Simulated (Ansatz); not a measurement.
SnSe:
```xyz
6
Lattice="4.2409 0.0000 0.0000 -2.1205 3.6727 0.0000 0.0000 0.0000 10.3674" Properties=species:S:1:pos:R:3 pbc="T T T"
Sn     1.4144     0.0000     3.4558
Sn    -0.7072     1.2249     6.9116
Sn     1.4133     2.4479     0.0000
Se     1.4136     0.0000     8.6395
Se    -0.7068     1.2242     1.7279
Se     1.4136     2.4485     5.1837
```

Relaxed with r²SCAN+D4. r²SCAN+D4 (plane waves, PAW; program Ansatz) gives no gap.

Question: What gap does HSE06 give on the same cell (Ansatz, PAW)?

Answer: 0.45 eV. The hybrid was solved on a coarser mesh and at special points; its gap is the smallest among all of these. On such a mesh it can open a false gap in a semimetal.

| k | v1 r²SCAN+D4 | c1 r²SCAN+D4 | v1 HSE06 | c1 HSE06 |
|---|---|---|---|---|
| Γ | -0.76 | 1.34 | (withheld) | (withheld) |
| A | -0.10 | 0.42 | -0.03 | 0.46 |
| K | -2.24 | 2.58 | (withheld) | (withheld) |
| H | -1.19 | 1.14 | (withheld) | (withheld) |
| M | -1.60 | 1.54 | (withheld) | (withheld) |
| L | -0.08 | 0.43 | 0.00 | 0.45 |

Question: Top valence (v1) and lowest conduction level (c1) in eV from each method's valence maximum (which need not be a listed point): supply the withheld HSE06 values.

Answer: 
- H, v1 HSE06: -1.25
- H, c1 HSE06: 1.37
- Γ, v1 HSE06: -0.78
- Γ, c1 HSE06: 1.49
- K, v1 HSE06: -2.36
- K, c1 HSE06: 2.83
- M, v1 HSE06: -1.66
- M, c1 HSE06: 1.72

Cost on shared cores: the r²SCAN+D4 run (SCF on a 11×11×4 mesh, then bands and DOS) very roughly 2.5 core-minutes, the HSE06 run (SCF on 5×5×2, then a few points) roughly 2.6 core-minutes; the tasks are unlike.

Space group Fm-3m (rock salt). The start of the workflow was typed in or built on a structure type; the Crystallography Open Database files this formula in space group No. 225, but the cells were not matched. It is not the phase usual at ambient conditions (space group No. 62). Symmetry was held in the r²SCAN+D4 relaxation; whether a distortion lowers the energy is not shown. Point labels and valley counts follow the cell and symmetry of the run, lower than the named group. Spin–orbit coupling is left out wherever it is not named.

Potentials: the later of the program's two PAW sets.
